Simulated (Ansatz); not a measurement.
# Y: levels along high-symmetry lines

```
Y
1.0
     0.00000    2.48500    2.48500
     2.48500    0.00000    2.48500
     2.48500    2.48500    0.00000
Y
1
Direct
  0.00000 0.00000 0.00000
```

The cell is COD entry 1534898, as deposited and not checked against the literature; nothing was relaxed.

Level of theory: DFT, LDA, all-electron LAPW, scalar-relativistic in Ansatz 0.2.0.

Numerical set-up: a Γ-centred 13×13×13 k mesh, Fermi–Dirac smearing of 0.05 eV, basis error target 1 meV/atom, no spin polarisation.

Points in fractions of the reciprocal vectors of this cell: Γ (0, 0, 0), X (0.5, 0, 0.5), U (0.625, 0.25, 0.625), K (0.375, 0.375, 0.75), L (0.5, 0.5, 0.5), W (0.5, 0.25, 0.75). The path joins them by straight lines in the order Γ–X–U–K–Γ–L–W–X; legs that retrace an earlier one aren't tabulated. Energies are in eV from the Fermi level.

**Question.** Metal or insulator at this level of theory?

**Answer.** No gap opens: metallic or semimetallic.

**Question.** Tabulate bands 8 to 13, counted from the lowest band of the run, along the path.

**Answer.** 
```csv
k (1/Å),point,band 8,band 9,band 10,band 11,band 12,band 13
0.00,Γ,-22.09,-22.09,-4.79,1.80,1.80,1.80
0.18,,-22.10,-22.10,-4.61,1.57,1.90,1.90
0.36,,-22.13,-22.13,-4.10,1.03,2.22,2.22
0.54,,-22.19,-22.19,-3.33,0.40,2.15,2.74
0.72,,-22.24,-22.24,-2.52,-0.18,1.55,3.45
0.90,,-22.29,-22.29,-1.99,-0.63,1.53,4.35
1.08,,-22.32,-22.32,-1.87,-0.91,2.05,5.36
1.26,X,-22.34,-22.34,-1.88,-1.00,2.39,5.54
1.33,,-22.34,-22.33,-1.86,-0.99,2.35,5.46
1.39,,-22.35,-22.33,-1.80,-0.95,2.23,5.24
1.46,,-22.37,-22.33,-1.71,-0.88,2.06,4.96
1.52,,-22.40,-22.32,-1.59,-0.79,1.85,4.64
1.58,,-22.43,-22.31,-1.44,-0.69,1.63,4.33
1.65,,-22.46,-22.30,-1.27,-0.59,1.40,4.03
1.71,U,-22.49,-22.28,-1.08,-0.51,1.19,3.75
1.82,,-22.50,-22.28,-0.95,-0.45,1.02,3.48
1.93,,-22.50,-22.29,-0.78,-0.34,0.75,3.14
2.04,,-22.49,-22.30,-0.64,-0.21,0.50,2.93
2.15,,-22.49,-22.30,-0.64,-0.21,0.50,2.93
2.26,,-22.50,-22.29,-0.78,-0.34,0.75,3.14
2.37,,-22.50,-22.28,-0.95,-0.45,1.02,3.48
2.49,K,-22.49,-22.28,-1.08,-0.51,1.19,3.75
2.68,,-22.53,-22.24,-0.62,-0.38,0.66,3.08
2.87,,-22.42,-22.19,-1.23,0.34,0.37,2.71
3.06,,-22.31,-22.15,-2.19,0.36,1.12,2.65
3.25,,-22.22,-22.12,-3.17,0.62,1.77,2.62
3.44,,-22.14,-22.10,-4.02,1.08,2.03,2.17
3.63,,-22.10,-22.09,-4.59,1.57,1.89,1.90
3.83,Γ,-22.09,-22.09,-4.79,1.80,1.80,1.80
3.98,,-22.09,-22.09,-4.66,1.65,1.87,1.87
4.14,,-22.10,-22.10,-4.27,1.29,2.01,2.01
4.30,,-22.12,-22.12,-3.69,0.89,2.10,2.10
4.45,,-22.14,-22.14,-3.03,0.61,2.00,2.00
4.61,,-22.16,-22.16,-2.47,0.57,1.81,1.81
4.76,,-22.17,-22.17,-2.15,0.75,1.67,1.67
4.92,L,-22.18,-22.18,-2.06,0.87,1.62,1.62
5.05,,-22.20,-22.18,-1.96,0.74,1.55,1.70
5.18,,-22.25,-22.20,-1.70,0.43,1.35,1.93
5.30,,-22.32,-22.22,-1.29,0.06,1.06,2.30
5.43,,-22.40,-22.25,-0.80,-0.29,0.76,2.70
5.56,,-22.48,-22.29,-0.57,-0.30,0.51,2.91
5.69,,-22.53,-22.33,-0.75,0.11,0.34,2.81
5.82,W,-22.54,-22.35,-0.81,0.29,0.29,2.72
5.91,,-22.50,-22.35,-0.89,-0.03,0.64,2.86
6.00,,-22.45,-22.34,-1.08,-0.32,1.01,3.24
6.09,,-22.42,-22.34,-1.32,-0.56,1.39,3.77
6.18,,-22.38,-22.34,-1.55,-0.75,1.76,4.37
6.27,,-22.36,-22.34,-1.73,-0.89,2.08,4.94
6.36,,-22.34,-22.34,-1.84,-0.97,2.31,5.38
6.45,X,-22.34,-22.34,-1.88,-1.00,2.39,5.54
```
